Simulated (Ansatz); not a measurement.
Pd (fcc (Cu type), Fm-3m) under volume change, PBEsol in the plane-wave PAW code Ansatz, scaled uniformly.

| V (Å³/atom) | E − E(relaxed) (meV/atom) | P (GPa) |
|---|---|---|
| 13.237 | 92.1 | 24.90 |
| 13.674 | 38.2 | 14.98 |
| 14.110 | 8.9 | 6.77 |
| 14.547 | 0.0 | 0.00 |
| 14.983 | 7.9 | -5.58 |
| 15.419 | 29.5 | -10.17 |
| 15.856 | 62.5 | -13.93 |

What does a third-order Birch–Murnaghan fit give for V₀, B₀ and B′?

V₀ = 14.55 Å³/atom, B₀ = 204 GPa, B′ = 5.4.

The PBEsol relaxation kept the symmetry of its start. No spin polarisation was allowed.

Potentials: the later of the program's two PAW sets.
